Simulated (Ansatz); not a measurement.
Os (hcp (Mg type), P6_3/mmc) at seven volumes, LDA (plane waves, PAW; program Ansatz), shape and atoms relaxed at each. One row is withheld.

```
V (Å³/atom)  P (GPa)
-----------  -------
12.467         52.78
12.878         32.10
13.289             ?
13.700         -0.01
14.111        -12.36
14.522        -22.74
14.933        -31.44
```

Fit the shown pressures and predict the withheld one.

Third-order Birch–Murnaghan: P = (3/2)B₀(x^(7/2) − x^(5/2))[1 + (3/4)(B′ − 4)(x − 1)] with x = (V₀/V)^(2/3). Least squares on the six rows gives V₀ = 13.700 Å³/atom, B₀ = 447.5 GPa, B′ = 4.74. At V = 13.289, x = 1.0205 and P = 14.65 GPa. The run itself gave 14.68 GPa.

Symmetry was held in the LDA relaxation. The run is not spin-polarised. Spin–orbit coupling is left out wherever it is not named.

Potentials: the earlier of the program's two PAW sets. The files were generated under PBE; for other functionals the program regenerates the frozen cores, and for LDA and PBEsol the local potential too.
